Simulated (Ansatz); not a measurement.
This guess for Al₂B₃As₅ is about to be relaxed.

```
Al B As
1.0
    -1.83142    1.83142   12.95011
     1.83142   -1.83142   12.95011
     1.83142    1.83142  -12.95011
Al B As
2 3 5
Direct
  0.80000 0.80000 0.00000
  0.20000 0.20000 0.00000
  0.40000 0.40000 0.00000
  0.00000 0.00000 0.00000
  0.60000 0.60000 0.00000
  0.35000 0.85000 0.50000
  0.95000 0.45000 0.50000
  0.55000 0.05000 0.50000
  0.15000 0.65000 0.50000
  0.75000 0.25000 0.50000
```

The calculation used DFT PBE, scalar-relativistic, plane waves, PAW (Ansatz). Cutoff 420 eV, Gaussian smearing, Γ-centred meshes. Cell and atoms relax first on a coarse mesh and then on a converged one. In between, the cell is made exact in the group found at 0.06 Å. The steps can't lower the symmetry of their start. No spin polarisation.

A guess keeps its type if space group and coordination stay and the shape of the cell changes little (axis ratios within about 15 %, angles within 6°); the volume may change.

**Question.** Does this structure survive the relaxation?

**Answer.** It keeps its type. The symmetry stays I-4m2 (No. 119). The volume per atom stays near 17.4 Å³. The shortest distance goes from 2.24 Å (Al–As and B–As) to 2.15 Å (B–As). The ratio c/a of the conventional cell changes by a factor of 1.04. Counting neighbours within 15 % of an atom's shortest distance, the start has Al 4, As 4, B 4 and the end Al 4, As 4, B 4.

Formation energies are uncorrected and refer to the elements' standard structures at the same level.

**Question.** At what energy does it end?

**Answer.** −0.039 eV/atom. A negative formation energy is needed for stability but isn't enough: competing phases decide.

The last run used a 14×14×14 mesh for its 10-atom cell and Gaussian smearing of 0.02 eV. The reference form of As is held partly by dispersion forces, which this level lacks. Symmetry constrained the relaxation, so the result can be a saddle point.
